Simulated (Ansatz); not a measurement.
Theory: DFT PBE, scalar-relativistic, plane waves, PAW (Ansatz 0.2.0). All cells share a 420 eV cutoff and Γ-centred k meshes spaced at most about 0.3 Å⁻¹ (about 0.25 or finer for metals, 2π included). No spin polarisation in the final relaxations.

All energies are static (0 K, no zero-point motion). All come from trial cells, and lower structures may exist.

Problem. Which of these relaxed structures of PbI2Cl2 is the lowest in energy?
A.

```
CELL_PARAMETERS angstrom
4.43208 0.00000 0.00000
-2.21604 3.83829 0.00000
0.00000 0.00000 11.84193
ATOMIC_POSITIONS crystal
Pb 0.00000 0.00000 0.00000
I 0.33333 0.66667 0.82073
I 0.66667 0.33333 0.17927
Cl 0.33333 0.66667 0.60542
Cl 0.66667 0.33333 0.39458
```

B.

```
CELL_PARAMETERS angstrom
-1.95361 1.95361 12.26607
1.95361 -1.95361 12.26607
1.95361 1.95361 -12.26607
ATOMIC_POSITIONS crystal
Pb 0.00000 0.00000 0.00000
I 0.41945 0.41945 0.00000
I 0.58055 0.58055 0.00000
Cl 0.75000 0.25000 0.50000
Cl 0.25000 0.75000 0.50000
```

Solution. B. It has space group I4/mmm (No. 139); the next, A, with space group P-3m1 (No. 164), lies 58 meV/atom higher. The shortest distance is 2.76 Å (Cl–Cl) in the lowest and 2.55 Å (I–Cl) in the next.

No dispersion correction is applied, so the spacing and binding between layers, chains or molecules are poorly described (I4/mmm, P-3m1), and this can change margins and order among such cells. Spin–orbit coupling, which can matter for I and Pb, is left out. Cells relaxed within their symmetry can be saddle points. Some types were kept out of the candidates beforehand, so the set may lack a known form.
